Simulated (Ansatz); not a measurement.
Relaxed-ion elastic tensor of Pb (fcc (Cu type), space group No. 225) in GPa (Voigt order), PBE in the plane-wave PAW code Ansatz; density 10.74 g/cm³, 32.03 Å³ per atom.

```
      1     2     3     4     5     6
-  ----  ----  ----  ----  ----  ----
1  47.2  35.5  35.5   0.0   0.0   0.0
2  35.5  47.2  35.5   0.0   0.0   0.0
3  35.5  35.5  47.2   0.0   0.0   0.0
4   0.0   0.0   0.0  16.3   0.0   0.0
5   0.0   0.0   0.0   0.0  16.3   0.0
6   0.0   0.0   0.0   0.0   0.0  16.3
```

### Question
Is the crystal mechanically stable?

### Answer
Yes: the smallest eigenvalue of C is 11.7 GPa.

### Question
Work out the Voigt, Reuss and Hill averages.

### Answer
K_V = 39.4, K_R = 39.4, K_H = 39.4; G_V = 12.1, G_R = 9.5, G_H = 10.8 GPa.

### Question
Give Young's modulus, Poisson's ratio, Pugh's ratio and the universal anisotropy index.

### Answer
E = 9KG/(3K + G) = 29.7 GPa; ν = 0.37; K/G = 3.64 (ductile by the Pugh limit of 1.75); A_U = 5G_V/G_R + K_V/K_R − 6 = 1.39.

### Question
Estimate the sound speeds and the Debye temperature.

### Answer
v_l = √((K + 4G/3)/ρ) = 2240 m/s, v_t = √(G/ρ) = 1000 m/s, mean 1130 m/s; Θ = (h/k)(3n/4πV)^(1/3) v_m = 106 K.

### Question
Give the Zener ratio and Young's modulus along [100], [110] and [111].

### Answer
A = 2C44/(C11 − C12) = 2.80; 1/E = S11 − 2(S11 − S12 − S44/2)Γ with Γ = 0, 1/4, 1/3 gives 16.7, 30.9, 43.1 GPa.

### Question
Solve the Christoffel equation for the three sound speeds along [100], [110], [111].

### Answer
Eigenvalues of C_ijkl n_j n_l equal ρv². In km/s, slowest first: [100] 1.23, 1.23, 2.10; [110] 0.74, 1.23, 2.32; [111] 0.93, 0.93, 2.39.

Space group Fm-3m (fcc (Cu type)). The cell was relaxed with PBE under the symmetry of its start. As this level gives no gap, shear constants depend on the k-mesh and smearing (Fermi–Dirac, 0.1 eV here). Scalar-relativistic: spin–orbit coupling is off unless named, which matters more the heavier the elements.

Potentials: the later of the program's two PAW sets.
